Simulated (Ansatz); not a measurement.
The relaxed structure here is a generated cell of Mg2Si: the first start was made by a random draw of sites in a space group, and the end was not matched to a known phase here, so it may be hypothetical. Known forms of Mg2Si include space group No. 225.

The end point of a relaxation of Mg2Si. Space group Fmmm (No. 69). All values below come from PBEsol (plane waves to 420 eV, PAW, scalar-relativistic; Ansatz, a program for electronic structure).

```cif
data_Mg4Si2
_chemical_formula_sum 'Mg4 Si2'
_space_group_name_H-M_alt 'P 1'
_space_group_IT_number 1
_cell_length_a 8.54361
_cell_length_b 6.96340
_cell_length_c 6.63269
_cell_angle_alpha 77.820
_cell_angle_beta 52.816
_cell_angle_gamma 49.364
loop_
_space_group_symop_operation_xyz
  'x, y, z'
loop_
_atom_site_label
_atom_site_type_symbol
_atom_site_fract_x
_atom_site_fract_y
_atom_site_fract_z
_atom_site_occupancy
Mg1 Mg 0.25000 0.25000 0.25000 1
Mg2 Mg 0.75000 0.75000 0.75000 1
Mg3 Mg 0.00000 0.50000 0.00000 1
Mg4 Mg 0.50000 0.00000 0.50000 1
Si1 Si 0.58873 0.58873 0.41127 1
Si2 Si 0.41127 0.41127 0.58873 1
```

* **Volume per atom**: 37.90 Å³
* **Band gap**: no gap (metallic)
* **Shortest distances**: Si–Si 2.21 Å; Mg–Si 2.54 Å; Mg–Mg 2.93 Å
* **k-mesh**: 9×9×9

Band energies at high-symmetry points (eV from the Fermi level; labels of this space group; no spin-orbit coupling), from −5 eV up to 1.9 eV:

```tsv
point	energies
Γ	-4.73 -1.97 -1.60 -1.39 -1.36 -0.33 0.01 0.13 0.99
Y	-4.21 -3.93 -1.87 -1.44 -0.47 -0.10 0.03 1.06
T	-3.71 -2.66 -2.51 -1.64 -0.62 -0.11 0.33 0.97
Z	-2.56 -2.50 -2.22 -1.36 -1.33 -0.12 0.00 0.44 0.70 0.85
Σ0	-3.51 -3.44 -2.05 -1.60 -1.15 -0.04 0.93 1.03 1.11
U0	-3.51 -3.44 -2.05 -1.60 -1.15 -0.04 0.93 1.03 1.11
C0	-3.80 -3.11 -2.49 -1.87 -0.56 -0.19 0.07 1.40 1.53
A0	-3.80 -3.11 -2.49 -1.87 -0.56 -0.19 0.07 1.40 1.53
```

No spin polarisation in the result.

The run could not lose the symmetry of its start: the end is stationary, and may be a saddle point rather than a minimum.
